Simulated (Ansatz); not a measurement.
CdSe:
```xyz
4
Lattice="4.3402 0.0000 0.0000 -2.1701 3.7587 0.0000 0.0000 0.0000 7.0777" Properties=species:S:1:pos:R:3 pbc="T T T"
Cd     2.1701     1.2529     0.0039
Cd     0.0000     2.5058     3.5428
Se     2.1701     1.2529     4.4211
Se     0.0000     2.5058     0.8822
```

Relaxed with r²SCAN. Special points in fractions of this cell's reciprocal vectors: Γ (0.000, 0.000, 0.000); M (0.500, 0.000, 0.000); K (0.333, 0.333, 0.000); A (0.000, 0.000, 0.500); L (0.500, 0.000, 0.500); H (0.333, 0.333, 0.500).

Task: List the band energies nearest the valence-band maximum at these points for r²SCAN with spin–orbit coupling (plane waves, PAW; program Ansatz).

Result: In eV from the valence-band maximum; about four levels below and three above (degenerate sets whole), none deeper than 8.9 eV; points with the same levels are listed once.

| k | below | above |
|---|---|---|
| Γ | -0.03 -0.03 0.00 0.00 | 0.99 0.99 2.53 2.53 |
| M | -1.41 -1.41 -0.83 -0.83 | 3.50 3.50 3.61 3.61 |
| K | -1.95 -1.95 -1.92 -1.71 -1.71 | 4.44 4.44 4.90 |
| A | -0.38 -0.38 -0.38 -0.38 | 2.67 2.67 2.67 2.67 |
| L | -1.34 -1.34 -1.34 -1.34 | 3.22 3.22 3.22 3.22 |
| H | -1.23 -1.23 -1.17 -1.17 | 4.05 4.05 4.12 4.12 |

Space group P6_3mc (wurtzite). The cell was relaxed with r²SCAN under the symmetry of its start.

Potentials: the later of the program's two PAW sets.
